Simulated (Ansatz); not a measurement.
# Bi₂Se₃, one structure, two calculations

Cell: an entry of the Crystallography Open Database (COD), its atoms then relaxed with PBE in this cell.

```
Bi Se
1.0
     2.07150    1.19598    9.54533
    -2.07150    1.19598    9.54533
     0.00000   -2.39196    9.54533
Bi Se
2 3
Direct
  0.40061 0.40061 0.40061
  0.59939 0.59939 0.59939
  0.00000 0.00000 0.00000
  0.21115 0.21115 0.21115
  0.78885 0.78885 0.78885
```

Atom numbers follow the list; atoms alike are taken as one site, whose name carries the number of the first.

First run. The numbers come from a DFT calculation in Ansatz (PBE, plane waves and PAW, scalar-relativistic, 420 eV cutoff, Γ-centred 9×9×9 k-points, Fermi–Dirac smearing 0.02 eV).

```json
{"site": "Bi", "atom": "1", "V_zz (10²¹ V/m²)": "0.67", "η": "0.00"}
{"site": "Se3", "atom": "3", "V_zz (10²¹ V/m²)": "7.30", "η": "0.00"}
{"site": "Se4", "atom": "4", "V_zz (10²¹ V/m²)": "-1.25", "η": "0.00"}
```

Second run. The same atoms and settings, except that the functional is LDA.

Question: Given the first result, estimate the second.

Answer: 

```
site  atom   V_zz     η  change of V_zz
  Bi     1   0.62  0.00           -0.05
 Se3     3   7.24  0.00           -0.06
 Se4     4  -1.13  0.00           +0.12
```

The largest change of V_zz is on Se4, from -1.25 to -1.13. In per cent, |V_zz| changes by -1 on Se (all sites that start above 2).

Spin–orbit coupling is left out, which shifts gradients on Bi by a few per cent in wide-gap crystals, and can shift them far more where the calculated gap is small or absent, as here.
For the first run: With a gap of 0.2 eV on this mesh, small gradients can still move by 0.1 × 10²¹ V/m² or more as the k-mesh gets denser.
For the second run: The run finds no gap above 0.1 eV (a metal, or nearly one), so the gradients can move by 10 % or more with the k-mesh. Semilocal functionals make gaps too small and can close them, so the real compound need not be a metal.
